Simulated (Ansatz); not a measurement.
A trial form of Si₅Te

Level of theory: DFT PBE, scalar-relativistic, plane waves, PAW (Ansatz). Cutoff 420 eV, Gaussian smearing, Γ-centred meshes. Cell and atoms relax first on a coarse mesh and then on a finer one. In between, the cell is made exact in the group found at 0.06 Å. In metals the finer mesh still leaves noise of several meV/atom or more. The steps can't lower the symmetry of their start. No spin polarisation.

A trial structure of Si₅Te was built thus: ordered superstructure of fcc (Cmmm, No. 65) (sublattice all; occupants of the shared sites, in ratio, Si: 5, Te: 1). Its size is a rough estimate.

```xyz
6
Lattice="2.2128 -6.6384 0.0000 2.2128 6.6384 0.0000 0.0000 0.0000 4.4256" Properties=species:S:1:pos:R:3 pbc="T T T"
Si    2.2128    2.2128    0.0000
Si    2.2128    4.4256    2.2128
Si    0.0000    0.0000    0.0000
Si    2.2128   -4.4256    2.2128
Si    2.2128   -2.2128    0.0000
Te    2.2128    0.0000    2.2128
```

Energies over the elements count from the elements' standard structures at the same level, with no fitted energy shifts.

Q: Which structure results?

A: The symmetry stays Cmmm (No. 65). The volume per atom stays near 21.7 Å³. The shortest distance goes from 3.13 Å (Si–Te and Si–Si) to 2.39 Å (Si–Si). The energy falls by about 0.39 eV/atom (the start's value is from the coarse mesh). Conventional cell: a = 4.535 Å, b = 14.888 Å, c = 3.860 Å. Si on a site of symmetry m2m has 4 Si at 2.39–2.50 Å and 1 Si at 3.20 Å; Si on a second site of symmetry m2m is surrounded by 2 Si at 2.39 Å, 2 Si at 2.63 Å and 2 Te at 2.89 Å; Si on a site of symmetry mmm is surrounded by 4 Si at 2.63 Å, 4 Te at 2.98 Å and 2 Si at 3.20 Å; around Te lie 8 Si at 2.89–2.98 Å.

Space group Cmmm (No. 65). a = 4.535 Å, b = 14.888 Å, c = 3.860 Å, α = 90.00°, β = 90.00°, γ = 90.00°
```
atom  site  symmetry       x       y       z
  Si    4i       m2m  0.5000  0.2853  0.0000
  Si    4j       m2m  0.5000  0.3796  0.5000
  Si    2a       mmm  0.0000  0.0000  0.0000
  Te    2c       mmm  0.5000  0.0000  0.5000
```

Q: How does it come out in energy, and is it a metal?

A: The energy over the elements is +0.50 eV/atom. The gap on the 10×10×10 mesh of the 6-atom cell is 0 eV (a metal).

A positive value: parting into the elements would lower its energy.

The last run used Gaussian smearing of 0.10 eV. These runs have no spin–orbit coupling, which can matter for Te. The reference form of Te is held partly by dispersion forces, which this level lacks. Symmetry constrained the relaxation, so the result can be a saddle point.
